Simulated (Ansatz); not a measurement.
**NaInTe, before and after**

Recipe of this trial structure of NaInTe: random cell by space group and Wyckoff sites (P4/mmm, No. 123). The dimensions are guesses.

start.cif

```cif
data_structure
_symmetry_space_group_name_H-M 'P 1'
_symmetry_Int_Tables_number 1
_cell_length_a 4.4410
_cell_length_b 4.4410
_cell_length_c 4.7141
_cell_angle_alpha 90.000
_cell_angle_beta 90.000
_cell_angle_gamma 90.000
_cell_volume 92.97
loop_
_atom_site_label
_atom_site_type_symbol
_atom_site_fract_x
_atom_site_fract_y
_atom_site_fract_z
_atom_site_occupancy
Na1 Na 0.00000 0.00000 0.00000 1
In1 In 0.50000 0.50000 0.50000 1
Te1 Te 0.00000 0.00000 0.50000 1
```

Level of theory: DFT PBE, scalar-relativistic, plane waves, PAW (Ansatz). Cutoff 420 eV, Gaussian smearing, Γ-centred meshes. Cell and atoms relax first on a coarse mesh and then on a finer one. In between, the cell is made exact in the group found at 0.06 Å. In metals the finer mesh still leaves noise of several meV/atom or more. The steps can't lower the symmetry of their start. No spin polarisation.

end.cif

```cif
data_structure
_symmetry_space_group_name_H-M 'P 1'
_symmetry_Int_Tables_number 1
_cell_length_a 4.7717
_cell_length_b 4.7717
_cell_length_c 5.8285
_cell_angle_alpha 90.000
_cell_angle_beta 90.000
_cell_angle_gamma 90.000
_cell_volume 132.71
loop_
_atom_site_label
_atom_site_type_symbol
_atom_site_fract_x
_atom_site_fract_y
_atom_site_fract_z
_atom_site_occupancy
Na1 Na 0.00000 0.00000 0.00000 1
In1 In 0.50000 0.50000 0.50000 1
Te1 Te 0.00000 0.00000 0.50000 1
```

The symmetry stays P4/mmm (No. 123). The volume per atom grows by 42.7 %, from 31.0 to 44.2 Å³. The shortest distance goes from 2.36 Å (Na–Te) to 2.91 Å (Na–Te). The ratio c/a of the conventional cell changes by a factor of 1.15. The energy falls by about 0.53 eV/atom (the start's value is from the coarse mesh).

```
Volume per atom                            : 44.24 Å³
Density                                    : 3.32 g/cm³
Formation energy                           : −0.24 eV/atom
Gap on the 10×10×8 mesh of the 3-atom cell : 0 eV (a metal)
```

Formation energies are uncorrected and refer to the elements' standard structures at the same level. A negative formation energy is needed for stability but isn't enough: competing phases decide.

The last run used Gaussian smearing of 0.10 eV. These runs have no spin–orbit coupling, which can matter for Te. The reference form of Te is held partly by dispersion forces, which this level lacks. A structure relaxed within its symmetry needn't be a true minimum. In all, the 3 runs took 65 s on 1 thread of AMD EPYC 7R13 Processor (Zen 3) (shared host).
